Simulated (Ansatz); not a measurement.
SiN, before and after

A trial structure of SiN was built thus: 3-, 4-connected net, elements by coordination (Pmna, No. 53). Lengths were set from tabulated atomic sizes, so they are only a guess.

POSCAR.start

```
Si N
1.0
     5.56857    0.00000    0.00000
     0.00000    4.16875    0.00000
     0.00000    0.00000    2.71374
Si N
4 4
Cartesian
  1.3921 1.5976 0.6784
  1.3921 2.5711 2.0353
  4.1764 2.5711 2.0353
  4.1764 1.5976 0.6784
  0.0000 0.7075 0.4589
  2.7843 3.4612 1.8158
  2.7843 0.7075 0.8980
  0.0000 3.4612 2.2549
```

The calculation used DFT PBE, scalar-relativistic, plane waves, PAW (Ansatz 0.2.0). Cutoff 420 eV, Gaussian smearing, Γ-centred meshes. Cell and atoms relax first on a coarse mesh and then on a converged one. In between, the cell is made exact in the group found at 0.06 Å. The steps can't lower the symmetry of their start. No spin polarisation in the relaxation; trial moments died out in a coarse test.

POSCAR.end

```
Si N
1.0
     5.82165    0.00000    0.00000
     0.00000    3.98043    0.00000
     0.00000    0.00000    4.00614
Si N
4 4
Direct
  0.25000 0.33884 0.25000
  0.25000 0.66116 0.75000
  0.75000 0.66116 0.75000
  0.75000 0.33884 0.25000
  0.00000 0.09550 0.15801
  0.50000 0.90450 0.65801
  0.50000 0.09550 0.34199
  0.00000 0.90450 0.84199
```

The symmetry stays Pmna (No. 53). The volume per atom grows by 47.4 %, from 7.9 to 11.6 Å³. The shortest distance goes from 1.67 Å (Si–N) to 1.48 Å (N–N). The energy falls by about 3.5 eV/atom (the start's value is from the coarse mesh).

For SiN, the volume per atom is 11.60 Å³ and the density is 3.01 g/cm³. The formation energy is +0.121 eV/atom. The gap on the 6×8×8 mesh of the 8-atom cell is 0.84 eV.

Energies over the elements count from the elements' standard structures at the same level (N₂ as a molecule), with no fitted energy shifts. The separate elements lie lower, so it is unstable against them.

The last run used Gaussian smearing of 0.02 eV. Kohn–Sham gaps at this level usually fall short of measured ones. Symmetry constrained the relaxation, so the result can be a saddle point. In all, the 3 runs took 72 s on 1 thread of AMD EPYC 9R14 (Zen 4), on a shared host.
